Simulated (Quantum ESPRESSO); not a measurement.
## Band energies of BaAlSiH at -3 % isotropic strain

```xyz
4
Lattice="4.1702 0.0000 0.0000 -2.0851 3.6115 0.0000 0.0000 0.0000 4.9101" Properties=species:S:1:pos:R:3 pbc="T T T"
H      2.0851     1.2038     0.5859
Al     2.0851     1.2038     2.3201
Si     0.0000     2.4076     2.6722
Ba     0.0000     0.0000     0.0336
```

PBEsol (Quantum ESPRESSO, PseudoDojo norm-conserving, 72 Ry, without SOC); path ΓMKΓALHA,LM,KH; energies in eV from the valence-band maximum.

```csv
k (1/Å),point,band 5,band 6,band 7,band 8,band 9,band 10,band 11,band 12
0.00,Γ,-9.20,-4.04,-0.71,-0.70,-0.70,1.47,3.13,3.13
0.54,,-7.92,-4.89,-2.65,-1.09,-0.77,1.15,2.67,3.31
0.87,M,-6.90,-5.93,-3.17,-1.26,-0.86,0.77,2.67,3.05
1.12,,-6.76,-5.71,-3.16,-2.28,-0.75,0.85,2.63,3.90
1.37,K,-6.55,-5.50,-3.49,-2.66,-0.94,0.93,2.93,3.74
1.71,,-7.41,-5.09,-2.73,-2.32,-0.71,1.33,2.10,3.66
2.27,,-9.13,-4.06,-0.94,-0.72,-0.70,1.72,2.94,3.16
2.38,Γ,-9.20,-4.04,-0.71,-0.70,-0.70,1.47,3.13,3.13
2.80,,-8.21,-4.93,-0.41,-0.41,-0.22,1.89,1.89,2.13
3.02,A,-7.80,-5.32,-0.28,-0.28,0.00,1.67,1.67,2.40
3.31,,-7.77,-4.91,-1.94,-0.94,-0.52,1.75,2.66,2.75
3.79,,-7.55,-5.06,-3.38,-1.89,-0.73,1.68,3.79,4.72
3.89,L,-7.53,-5.13,-3.38,-1.91,-0.69,1.69,3.78,4.67
4.29,,-7.13,-5.88,-3.02,-2.26,-0.45,3.40,3.95,4.92
4.39,H,-7.05,-5.99,-2.98,-2.29,-0.41,3.32,4.49,4.67
4.79,,-7.58,-4.80,-3.22,-1.90,-0.84,2.75,3.50,3.72
5.29,,-7.80,-5.26,-0.63,-0.41,-0.06,1.79,1.84,2.41
5.39,A,-7.80,-5.32,-0.28,-0.28,0.00,1.67,1.67,2.40
5.39,L,-7.53,-5.13,-3.38,-1.91,-0.69,1.69,3.78,4.67
5.71,,-7.22,-5.62,-3.09,-1.62,-0.76,0.79,3.21,3.99
6.03,M,-6.90,-5.93,-3.17,-1.26,-0.86,0.77,2.67,3.05
6.03,K,-6.55,-5.50,-3.49,-2.66,-0.94,0.93,2.93,3.74
6.12,,-6.58,-5.53,-3.44,-2.69,-0.91,1.05,2.99,3.78
6.67,H,-7.05,-5.99,-2.98,-2.29,-0.41,3.32,4.49,4.67
```

The PBEsol gap is 0.64 eV; at least one edge lies off the plotted path, at a point of the SCF mesh. The smallest direct gap is 1.35 eV.

Geometry strained from the cell relaxed with PBEsol, atoms relaxed again.

The structure is a Materials Project entry; no match was found in the copy of COD used, and its stability was not checked.
